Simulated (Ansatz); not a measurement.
**CaO: from a starting cell to a relaxed one**

The start is a generated trial cell of CaO in the rocksalt structure type. The structure is fully relaxed (lattice and positions, P = 0) with PBE (plane waves to 420 eV, PAW, scalar-relativistic; Ansatz, a first-principles code). First-step values are on the input's coarse k-mesh.

Ansatz input (later rounds restart from its end on a renewed k-mesh):
Ansatz 0.2 input:
```yaml
crystal:
  lattice:
    - [0, 2.342641, 2.342641]
    - [2.342641, 0, 2.342641]
    - [2.342641, 2.342641, 0]
  atoms:
    - { symbol: O, position: [0, 0, 0] }
    - { symbol: Ca, position: [0.5, 0.5, 0.5] }
basis: { ecutwfc: 420, ecutrho_ratio: 4, xc_grid: 2, fft_grid_basis: typed }
kpoints: { mp_grid: { grid: [9, 9, 9] } }
hamiltonian:
  xc: pbe
  dispersion: none
  pseudopotentials: { kind: paw }
scf: { occupations: { method: fermi_dirac, width: 0.05 } }
relax: { f_tol: 0.01, max_steps: 100, cell: { stress_tol: 0.02 } }
output: { forces: true, stress: true }
```

What pressure does the first self-consistent step give?

+11.8 GPa (positive: the cell is compressed).

By how much does the energy per atom fall from start to end?

42 meV/atom.

How does the volume per atom move from start to end?

+9.6 %, from 12.86 to 14.09 Å³/atom.

How do the shortest distances between atoms change?

The closest pairs of elements (up to four, under 3.6 Å), start → end: Ca–O 2.34 → 2.42 Å; O–O 3.31 → 3.42 Å; Ca–Ca 3.31 → 3.42 Å.

What band gap does the relaxed structure have at this level?

3.66 eV, indirect (valence top at Γ, conduction bottom at X) (no spin-orbit coupling).

Write out the relaxed structure.


```cif
data_Ca4O4
_chemical_formula_sum 'O4 Ca4'
_space_group_name_H-M_alt 'Fm-3m'
_space_group_IT_number 225
_space_group_name_Hall '-F 4 2 3'
_cell_length_a 4.83070
_cell_length_b 4.83070
_cell_length_c 4.83070
_cell_angle_alpha 90.000
_cell_angle_beta 90.000
_cell_angle_gamma 90.000
loop_
_atom_site_label
_atom_site_type_symbol
_atom_site_symmetry_multiplicity
_atom_site_Wyckoff_symbol
_atom_site_fract_x
_atom_site_fract_y
_atom_site_fract_z
_atom_site_occupancy
O1 O 4 a 0.00000 0.00000 0.00000 1
Ca1 Ca 4 b 0.50000 0.50000 0.50000 1
```
(The calculation used a cell of 2 atoms; values per cell refer to that cell.)

The space group stays Fm-3m (No. 225) (the run could not lower it); the end is rock salt type, with 2 atoms in the primitive cell. Final values are on a 12×12×12 k-mesh of the relaxed cell. No spin polarisation in the result.

The run could not lose the symmetry of its start; a randomly shaken copy of 2 atoms returns to this structure.

All atoms sit on sites fixed by symmetry, so only the cell could relax.
